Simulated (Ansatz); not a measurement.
RbBr (rock salt), relaxed with LDA (Ansatz, a quantum-chemistry and plane-wave program, plane waves, PAW): a = 6.668 Å, b = 6.668 Å, c = 6.668 Å, α = 90.00°, β = 90.00°, γ = 90.00°.

```
Property                              Value
------------------------------------  -----
gap (eV)                               4.16
ΔH_f (eV/atom)                        -1.76
B₀ by P(V) fit (GPa)                   18.4
K_Hill (GPa)                           18.4
G_Hill (GPa)                            8.1
ε∞                                     2.73
ε0                                     4.85
highest Γ mode, no LO–TO term (cm⁻¹)     99
electron conductivity mass (mₑ)        0.34
Θ_D (K)                                 148
```

The same phase is relaxed and computed with r²SCAN in the same code. What are the cell and these values now?

a = b = c = 6.9259 Å, α = β = γ = 90.00°.

- gap (eV): 4.89
- ΔH_f (eV/atom): -1.99
- B₀ by P(V) fit (GPa): 14.0
- K_Hill (GPa): 14.0
- G_Hill (GPa): 7.1
- ε∞: 2.41
- ε0: 4.80
- highest Γ mode, no LO–TO term (cm⁻¹): 88
- electron conductivity mass (mₑ): 0.38
- Θ_D (K): 140

All cells were relaxed under the symmetry of their starts (and spin orders); stability against distortions was not tested throughout. Spin–orbit coupling is left out wherever it is not named.

Potentials: the later of the program's two PAW sets.

Ansatz is a plane-wave DFT program.

Formation energies count from the lowest solids of the elements computed at the same level, not from gases.
